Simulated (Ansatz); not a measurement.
CoW:
```yaml
crystal:
  lattice:
    - [1.34169, -4.82168, 0.00000]
    - [1.34169, 4.82168, 0.00000]
    - [0.00000, 0.00000, 4.08752]
  atoms:
    - { symbol: W, position: [0.65733, 0.34267, 0.25000] }
    - { symbol: Co, position: [0.92671, 0.07329, 0.25000] }
    - { symbol: W, position: [0.34267, 0.65733, 0.75000] }
    - { symbol: Co, position: [0.07329, 0.92671, 0.75000] }
```

Relaxed with PBE. Special points in fractions of this cell's reciprocal vectors: Γ (0.000, 0.000, 0.000); Y (-0.500, 0.500, 0.000); C0 (-0.269, 0.731, 0.000); Σ0 (0.269, 0.269, 0.000); Z (0.000, 0.000, 0.500); A0 (0.269, 0.269, 0.500); E0 (-0.269, 0.731, 0.500); T (-0.500, 0.500, 0.500); S (0.000, 0.500, 0.000); R (0.000, 0.500, 0.500).

Task: List the band energies nearest the Fermi level at these points for plane-wave PAW PBE (Ansatz code).

Result: In eV from the Fermi level; about four levels below and three above (degenerate sets whole), none deeper than 8.9 eV; points with the same levels are listed once.

```tsv
k	below	above
Γ	-0.84 -0.73 -0.51 -0.41	1.28 2.28 2.58
Y	-0.86 -0.85 -0.70 -0.62	1.56 2.78 2.96
C0	-1.55 -1.25 -1.05 -0.46	0.15 0.82 1.04
Z	-1.34 -1.34 -0.70 -0.70	0.23 0.23 0.97 0.97
A0	-0.11 -0.11 -0.05 -0.05	1.41 1.41 2.76 2.76
T	-0.75 -0.75 -0.72 -0.72	1.43 1.43 2.52 2.52
S	-1.56 -1.55 -0.62 -0.53	0.02 0.90 1.09
R	-0.27 -0.27 -0.16 -0.16	0.82 0.82 2.84 2.84
```

Space group Cmcm. The start of the workflow was typed in or built on a structure type; neither database checked (COD, Materials Project) lists it. Its standing as an ambient phase is unchecked. The cell was relaxed with PBE under the symmetry of its start; whether a distortion lowers the energy is not shown. The workflow began spin-polarised and lost its moments. Scalar-relativistic: spin–orbit coupling is off unless named, which matters more the heavier the elements.

Potentials: the earlier of the program's two PAW sets.
